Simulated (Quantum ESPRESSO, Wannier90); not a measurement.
# Wannier functions of Au (fcc (Cu type))

```
Au
1.0
    0.00000     2.08564     2.08564
    2.08564     0.00000     2.08564
    2.08564     2.08564     0.00000
Au
1
Direct
  0.00000   0.00000   0.00000
```

Cell from Materials Project (mp-81), symmetrised, no further relaxation. This is the element's usual structure. Computed values, not measurements, from PBEsol: Quantum ESPRESSO (norm-conserving PseudoDojo potentials, cutoff 61 Ry, spinors with spin-orbit coupling) on a Γ-centred 10×10×10 mesh, then Wannier90. Density: 18×18×18 mesh, cold smearing 0.01 Ry.

Base run: 18 functions from bands 9-42 of the 42 computed, start hydrogen-like Au: s;p;d, centres 0.05 Å off the atoms, frozen window up to 1.50 eV relative to the Fermi level, outer window open. One setting was then changed (edges relative to the Fermi level; misfit to pw.x on a path, for states up to 1.0 eV relative to the Fermi level).

```
run      Ω_I (Å²)  rms misfit (meV)  worst (meV)
-------  --------  ----------------  -----------
base        15.03               2.8           31
changed     14.89                38          366
```

Which change was made?
A) frozen window to 0.50 eV
B) only the lowest 30 of the kept bands
C) no frozen window
D) frozen window to -1.50 eV
E) only the lowest 26 of the kept bands

D, frozen window to -1.50 eV. The others give:

| run | Ω_I (Å²) | rms misfit (meV) | worst (meV) |
|---|---|---|---|
| frozen window to 0.50 eV | 14.97 | 14 | 172 |
| no frozen window | 14.39 | 412 | 1407 |
| only the lowest 26 of the kept bands | 18.34 | 2.0 | 11 |
| only the lowest 30 of the kept bands | 16.64 | 2.4 | 22 |
